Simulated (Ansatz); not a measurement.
Total density of states per atom from LDA (plane waves, PAW; program Ansatz), in 0.25 eV bins, energy from the Fermi level:

| E (eV) | states/eV/atom |
|---|---|
| -6.75 | 0.00 |
| -6.50 | 0.02 |
| -6.25 | 0.04 |
| -6.00 | 0.06 |
| -5.75 | 0.07 |
| -5.50 | 0.08 |
| -5.25 | 0.09 |
| -5.00 | 0.11 |
| -4.75 | 0.12 |
| -4.50 | 0.14 |
| -4.25 | 0.17 |
| -4.00 | 0.20 |
| -3.75 | 0.25 |
| -3.50 | 0.42 |
| -3.25 | 0.86 |
| -3.00 | 0.99 |
| -2.75 | 1.14 |
| -2.50 | 1.51 |
| -2.25 | 1.22 |
| -2.00 | 0.87 |
| -1.75 | 0.59 |
| -1.50 | 0.73 |
| -1.25 | 2.44 |
| -1.00 | 1.67 |
| -0.75 | 1.60 |
| -0.50 | 1.59 |
| -0.25 | 2.13 |
| 0.00 | 1.69 |
| 0.25 | 1.25 |
| 0.50 | 0.57 |
| 0.75 | 0.48 |
| 1.00 | 0.49 |
| 1.25 | 0.56 |
| 1.50 | 0.73 |
| 1.75 | 1.20 |
| 2.00 | 1.44 |
| 2.25 | 1.89 |
| 2.50 | 2.14 |
| 2.75 | 2.23 |
| 3.00 | 3.27 |
| 3.25 | 1.76 |
| 3.50 | 1.23 |
| 3.75 | 1.06 |
| 4.00 | 0.99 |
| 4.25 | 0.62 |
| 4.50 | 0.40 |
| 4.75 | 0.36 |

Q: Which compound is it?
(A) Co, hcp (Mg type)
(B) Re, dhcp (α-La type)
(C) Zr, P6/mmm (Zr on 1b, Zr on 2c)
(D) V, bcc (W type)

A: D, V, bcc (W type). Within 0.5 eV of the Fermi level: V 3d 87 %, V 4s 7 %, outside the projected shells 5 %. Projections are on Löwdin-orthogonalised atomic valence shells; empty p or d shells of many metals are not among them.

Space group Im-3m (bcc (W type)). Symmetry was held in the LDA relaxation. The workflow began spin-polarised and lost its moments.

Potentials: the earlier of the program's two PAW sets.
